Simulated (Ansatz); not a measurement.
A short materials screen. For a tunnel junction or a leaky gate film, the slowest evanescent state at the electrodes' Fermi level sets the resistance.

α-quartz SiO2 serves as the reference. The Fermi level is put at mid-gap. Of the planes computed for each crystal, the one with the slowest decay is listed. Wanted: the thickness for 6 decades of attenuation, and how many decades a 2.0 nm film gains over the reference.

Where the numbers come from (Ansatz, a plane-wave PAW program): plane, in the cell as filed, gap, decay constant k, slowest state: r²SCAN, complex band structure, on cells taken as filed or relaxed beforehand.

No claim is made that these are known or stable phases: Se (R-3, hR6). Of the phases: diamond is metastable against graphite at zero pressure. Spin–orbit coupling is left out unless named; no shift is given for Se (R-3, hR6).

Working rules: decades per nm = 2k × 10 Å/ln 10 = 8.686 k; thickness = 6/(decades per nm); extra decades of a 2.0 nm film = 2.0 × (row − reference).

```csv
crystal,"plane, in the cell as filed",gap on the mesh (eV),k at mid-gap (1/Å),planes computed,slowest state,decades per nm,thickness (nm),decades beyond the reference
"Se (R-3, hR6)",(110),1.25,0.113,2,off Γ,0.982,6.11,−6.8
"α-quartz SiO2, reference",(110),6.60,0.503,3,at Γ,4.369,1.37,0.0
diamond,(111),4.37,0.252,3,at Γ,[?],[?],[?]
B (α-B12),(100),1.60,0.176,1,off Γ,[?],[?],[?]
```

Problem. Some entries are withheld; supply them.

Solution. 
- B: decades per nm: 8.686 × 0.176 = 1.529; thickness: 6/1.529 = 3.92 nm; decades beyond the reference: 2.0 × (1.529 − 4.369) = −5.7.
- diamond: decades per nm: 8.686 × 0.252 = 2.189; thickness: 6/2.189 = 2.74 nm; decades beyond the reference: 2.0 × (2.189 − 4.369) = −4.4.

Ranking by decades per nm, highest first: α-quartz SiO2 (4.369 ± 0.26), diamond (2.189 ± 0.13), B (1.529 ± 0.092), Se (R-3, hR6) (0.982 ± 0.059). The ± follows from allowances picked for this note (decay constant k 6 %), carried to first order and added in quadrature; ≈ joins neighbours closer than their two ± added in quadrature. 0 of the 3 others clearly beat the reference on this figure.

The gaps are the functional's own, as a rule smaller than measured ones, and k shrinks with them; planes not computed could decay more slowly; interface matching and symmetry filtering by the electrodes are not included. Where several phases of a formula are at hand, those over 0.1 eV/atom above the lowest were not drawn (by r²SCAN where it compared them, else by the largest value; a layered or molecular lowest phase counts only with a dispersion term); other phases could lie lower still. Crystals of Pb, Bi, Tl or Hg, those whose gap spin–orbit coupling moves by over 0.3 eV, and those of Te, I or Sb with no such test at hand were not drawn. Rows are perfect crystals in the structures named, stable or not; films, defects and interfaces will differ. The rows are a sample and no shortlist: familiar crystals first, some related and some not, whatever their agreement with measurement; tables with many equal figures were not kept. Limits of the draw: gap over 1 eV, no layered crystals, primitive or conventional cells alone; no unfamiliar magnets, and cubic perovskites only if shown or known to be stable. As a rule kept out of such tables: 4f compounds, open-shell compounds run without a Hubbard term, cells found unstable in the tests at hand, cells close to a higher symmetry, and runs set to a pressure or over 12 % in volume from the crystal's fullest run.
